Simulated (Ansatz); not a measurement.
Ba$_{2}$NCl:
```
Ba2NCl
1.0
    2.05133     1.18434     7.62522
   -2.05133     1.18434     7.62522
    0.00000    -2.36867     7.62522
Ba N Cl
2 1 1
Direct
  0.23104   0.23104   0.23104
  0.76896   0.76896   0.76896
  0.50000   0.50000   0.50000
  0.00000   0.00000   0.00000
```

Relaxed with r²SCAN.

Question: Give the Bader charges and basin volumes of the independent atoms, the program Ansatz at the r²SCAN level (PAW).

Answer: 

```tsv
atom	Bader charge (e)	Bader volume (Å³)
Ba1	+1.36	27.7
N3	-1.87	21.8
Cl4	-0.85	33.8
```

Space group R-3m. The first step of the workflow began from a Materials Project structure, measured or hypothetical; the Crystallography Open Database copy checked does not list it. Its standing as an ambient phase is unchecked. The cell was relaxed with r²SCAN under the symmetry of its start; its stability against distortions is not shown here. Scalar-relativistic: spin–orbit coupling is off unless named, which matters more the heavier the elements.

Potentials: the later of the program's two PAW sets.
